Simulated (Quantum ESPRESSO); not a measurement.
Field gradients of BaTiO3 from a PBE PAW density (pw.x of a modified build of Quantum ESPRESSO, JTH datasets) with the all-electron reconstruction of Petrilli and co-workers. The input of pw.x:

```
&CONTROL
  calculation = 'scf'
  prefix = 'x'
  pseudo_dir = './pseudo'
  outdir = './out'
  tprnfor = .true.
/
&SYSTEM
  ibrav = 0
  nat = 5
  ntyp = 3
  ecutwfc = 45
  ecutrho = 180
  occupations = 'fixed'
  nbnd = 24
/
&ELECTRONS
  conv_thr = 1e-11
/
ATOMIC_SPECIES
Ba 137.327 Ba.GGA_PBE-JTH.UPF
Ti 47.867 Ti.GGA_PBE-JTH.UPF
O 15.999 O.GGA_PBE-JTH.UPF
CELL_PARAMETERS angstrom
    4.007680000000     0.000000000000     0.000000000000
    0.000000000000     4.007680000000     0.000000000000
    0.000000000000     0.000000000000     4.007680000000
ATOMIC_POSITIONS crystal
Ba     0.500000000000     0.500000000000     0.500000000000
Ti     0.000000000000     0.000000000000     0.000000000000
O      0.500000000000     0.000000000000     0.000000000000
O      0.000000000000     0.500000000000     0.000000000000
O      0.000000000000     0.000000000000     0.500000000000
K_POINTS automatic
6 6 6 0 0 0
```
The geometry is a computed Materials Project entry, not a measured one. It is BaTiO3 in Pm-3m. Stability against distortions was not tested. The run has no spin polarisation.

Vzz is the sum of three terms, each taken along its main axis: the smooth valence density, the ions (nucleus and frozen core) with the augmentation charges of all other spheres, and the all-electron minus smooth density in the atom's own sphere. The split hangs on the datasets.  Cores are frozen. Against all-electron runs on small test molecules, this scheme's |Vzz| missed by −2 to +6 % on O.

```
site               smooth valence density  ions and other spheres  own sphere  Vzz (a.u.)
-----------------  ----------------------  ----------------------  ----------  ----------
O (atoms 3, 4, 5)                  -0.264                   0.331           …           …
```

**Question.** Fill in the missing entries.

**Answer.** 
- O (atoms 3, 4, 5), own sphere: 0.192
- O (atoms 3, 4, 5), Vzz (a.u.): 0.259
